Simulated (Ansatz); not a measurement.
ZnInGaO4 in space group R3m (No. 160; Pearson symbol hR7), DFT-PBE in the program Ansatz with PAW potentials, all energies at zero smearing, with the estimated change up to a 700 eV cutoff added, with one set of potentials and settings (totals compare only within such a set). Cell of 7 atoms (1 Zn, 1 In, 1 Ga, 4 O): -14971.202 eV.

| element | reference phase | E (eV/atom) |
|---|---|---|
| Zn | C2/m, 3 atoms in the cell | -3319.0322 |
| In | I4/mmm, 1 atoms in the cell | -5597.9156 |
| Ga | Cmce, 4 atoms in the cell | -3783.0259 |
| O | C2/m, 4 atoms in the cell, spin-polarised | -565.0042 |

Formation energy per atom, worked out: (-14971.202 − 1×(-3319.0322) − 1×(-5597.9156) − 1×(-3783.0259) − 4×(-565.0042))/7 = -1.602 eV/atom (-155 kJ per mol of atoms), at 0 K, without zero-point energy or fitted corrections.

The PBE relaxation kept the symmetry of its start. The references are the lowest solids computed at this level, not always the standard phases (solids in place of the gases).

Potentials: the earlier of the program's two PAW sets.
